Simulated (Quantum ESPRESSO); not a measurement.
```
BeTe
1.0
    0.00000     2.83146     2.83146
    2.83146     0.00000     2.83146
    2.83146     2.83146     0.00000
Be Te
1 1
Direct
  0.00000   0.00000   0.00000
  0.25000   0.25000   0.25000
```

The geometry is that of Materials Project entry mp-252, symmetrised and not relaxed again.

Q: What does norm-conserving PBE (Quantum ESPRESSO, 88 Ry, no spin-orbit coupling) give for the electronic structure near the Fermi level?

A: The PBE gap is indirect, 2.03 eV, from Γ to X; the smallest direct gap is 3.65 eV. Without spin-orbit coupling, band edges of such heavy elements can be off by tenths of an eV.
